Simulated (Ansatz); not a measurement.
ScAl3 (Cu3Au type)

```
CELL_PARAMETERS angstrom
      4.10588     0.00000     0.00000
      0.00000     4.10588     0.00000
      0.00000     0.00000     4.10588
ATOMIC_POSITIONS crystal
  Al 0.00000 0.50000 0.50000
  Al 0.50000 0.50000 0.00000
  Al 0.50000 0.00000 0.50000
  Sc 0.00000 0.00000 0.00000
```

In this cell atom 2 (Al, nearest neighbour Al at 2.903 Å; its periodic images, 4.1 Å or more away, move with it) is moved by u·(1.000, 0.000, 0.000) + v·(0.000, 1.000, 0.000); the rest is frozen.

Level of theory: PBE (plane waves to 420 eV, PAW, scalar-relativistic; Ansatz, an electronic-structure program). k mesh 9×9×9 (Γ-centred), Fermi-Dirac smearing 0.05 eV. Compression counts positive. Points where atoms come too close for the PAW data are left out (x in tables, blank in figures). With partly filled bands, energies and forces of such displacements shift with the k mesh and the smearing. ScAl3 is run without spin polarisation. ScAl3 was relaxed with its symmetry unable to fall. The last digit holds for this mesh only.

Changes of P (GPa) from the point u = 0.000 Å, v = 0.000 Å when one coordinate moves alone (two changes are said to add if the coupling is within 5 % of the smaller one, nearly so within 20 %):

```
point                      change
-------------------------  ------
u = 0.000 Å, v = -0.730 Å    9.65
u = 0.000 Å, v = -0.487 Å    4.34
u = 0.000 Å, v = -0.243 Å    1.08
u = -0.730 Å, v = 0.000 Å    9.65
u = -0.487 Å, v = 0.000 Å    4.34
u = -0.243 Å, v = 0.000 Å    1.08
u = 0.243 Å, v = 0.000 Å     1.08
u = 0.487 Å, v = 0.000 Å     4.34
u = 0.730 Å, v = 0.000 Å     9.65
u = 0.000 Å, v = 0.243 Å     1.08
u = 0.000 Å, v = 0.487 Å     4.34
u = 0.000 Å, v = 0.730 Å     9.65
```

What is the change at u = 0.487 Å, v = 0.487 Å, where both move, and how far is it from the sum?

The sum of the single changes is 4.34 + (4.34) = 8.68; the calculation gives 8.82, so they add (within 5 % of the smaller single change).

What is the change at u = -0.243 Å, v = 0.730 Å, where both move, and how far is it from the sum?

The sum of the single changes is 1.08 + (9.65) = 10.73; the calculation gives 10.79, so the coupling contributes 0.06 (under 20 % of the smaller single change, nearly additive).

What is the change at u = 0.243 Å, v = -0.487 Å, where both move, and how far is it from the sum?

The sum of the single changes is 1.08 + (4.34) = 5.42; the calculation gives 5.47, so they add (within 5 % of the smaller single change).

(For displaced atoms, the force is minus the slope of the energy, and its curvature is a force constant, which sets phonon frequencies.)
